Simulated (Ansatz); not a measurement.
**Computed properties of LiPb**

LiPb:
```yaml
crystal:
  lattice:
    - [3.54482, 0.00000, 0.00000]
    - [0.00000, 3.54482, 0.00000]
    - [0.00000, 0.00000, 3.54482]
  atoms:
    - { symbol: Pb, position: [0.00000, 0.00000, 0.00000] }
    - { symbol: Li, position: [0.50000, 0.50000, 0.50000] }
```

Space group Pm-3m (No. 221), CsCl type; conventional cell a = b = c = 3.5448 Å, α = β = γ = 90.00°.

Method: the program Ansatz at the r²SCAN level (PAW). The cell and atoms are relaxed at this level. Other levels are named where they apply.

Cell and energy:

```
Quantity                                                       Value
-----------------------------------------------------  -------------
Volume per atom                                             22.27 Å³
Density                                                   7.98 g/cm³
Formation energy from the elements (no fitted shifts)  -0.31 eV/atom
```

Electronic structure:

```
Item                                                                         Value
------------------------------------  --------------------------------------------
Electronic character                                             metallic (no gap)
Density of states at the Fermi level  0.33 states/eV per atom (mean over ±0.08 eV)
Gap with spin–orbit coupling                                       none (metallic)
```

Mechanics:

```
Property                              Result
----------------------------------  --------
Bulk modulus (Birch–Murnaghan fit)  35.4 GPa
Pressure derivative B′                   4.3
```

Charges:

```
Item                         Result
-------------  --------------------
Bader charges  Pb -0.87, Li +0.87 e
```

The workflow started from an entry of the Crystallography Open Database (COD), which files this formula under 2 space groups. Whether it is the stable phase at ambient conditions was not checked. The r²SCAN relaxation kept the symmetry of its start; whether a distortion lowers the energy is not shown. The references are the lowest solids computed at this level, not always the standard phases. Scalar-relativistic: spin–orbit coupling is off unless named, which matters more the heavier the elements.

Potentials: the later of the program's two PAW sets.
